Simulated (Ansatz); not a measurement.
IrW (CsCl type, space group No. 221), a = b = c = 3.153 Å, α = β = γ = 90.00°.

This is the PBE-relaxed structure.

### Question
All from DFT-PBE in the program Ansatz with PAW potentials, unless another level is named. Give the density of states at the Fermi level.

### Answer
1.8 states/eV per atom (mean over ±0.08 eV).

### Question
What about the formation energy from the elements (no fitted shifts)?

### Answer
0.39 eV/atom.

### Question
What about the gap with spin–orbit coupling?

### Answer
none (metallic).

Space group Pm-3m (CsCl type). The start of the workflow was typed in or built on a structure type; neither database checked (COD, Materials Project) lists it. COD files the formula under space group No. 51, so this cell is another polymorph or a model. Its standing as an ambient phase is unchecked. Symmetry was held in the PBE relaxation; its stability against distortions is not shown here. No spin polarisation was allowed. Its formation energy is positive at this level, so the cell may be metastable or incomplete. The references are the lowest solids computed at this level, not always the standard phases. Spin–orbit coupling is left out wherever it is not named.

Potentials: the earlier of the program's two PAW sets.
